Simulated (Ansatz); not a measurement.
Ni₃P:
```
CELL_PARAMETERS angstrom
     -4.41652     4.41652     2.16163
      4.41652    -4.41652     2.16163
      4.41652     4.41652    -2.16163
ATOMIC_POSITIONS crystal
  Ni 0.00841 0.61027 0.66718
  Ni 0.65877 0.99159 0.60186
  Ni 0.94309 0.34123 0.33282
  Ni 0.38973 0.05691 0.39814
  Ni 0.97528 0.58663 0.05202
  Ni 0.07674 0.02472 0.61135
  Ni 0.53461 0.92326 0.94798
  Ni 0.41337 0.46539 0.38865
  Ni 0.35342 0.16435 0.03537
  Ni 0.68195 0.64658 0.81093
  Ni 0.12898 0.31805 0.96463
  Ni 0.83565 0.87102 0.18907
  P  0.52822 0.19436 0.76286
  P  0.23463 0.47178 0.66614
  P  0.43151 0.76537 0.23714
  P  0.80564 0.56849 0.33386
```

Relaxed with PBEsol. Special points in fractions of this cell's reciprocal vectors: Γ (0.000, 0.000, 0.000); X (0.000, 0.000, 0.500); M (-0.500, 0.500, 0.500); Z (0.310, 0.310, -0.310); Z0 (-0.310, 0.690, 0.310); P (0.250, 0.250, 0.250); N (0.000, 0.500, 0.000).

**Question.** List the band energies nearest the Fermi level at these points for the program Ansatz at the PBEsol level (PAW).

**Answer.** In eV from the Fermi level; about four levels below and three above (degenerate sets whole), none deeper than 8.9 eV; points with the same levels are listed once.

```tsv
k	below	above
Γ	-0.59 -0.54 -0.54 -0.47	0.03 0.08 0.08
X	-0.48 -0.43 -0.29 -0.24	0.23 0.43 0.82
M	-0.74 -0.56 -0.56 -0.44	0.04 0.34 0.34
Z	-0.55 -0.34 -0.34 -0.17	0.14 0.14 0.48
P	-0.38 -0.37 -0.29 -0.26	0.51 1.16 1.45
N	-0.51 -0.43 -0.37 -0.34	0.11 0.48 0.75
```

Space group I-4. The first step of the workflow began from a Materials Project structure, measured or hypothetical; the Crystallography Open Database files this formula in space group No. 82, but the cells were not matched. Whether it is the stable phase at ambient conditions was not checked. The cell was relaxed with PBEsol under the symmetry of its start; its stability against distortions is not shown here. The run is not spin-polarised.

Potentials: the later of the program's two PAW sets.
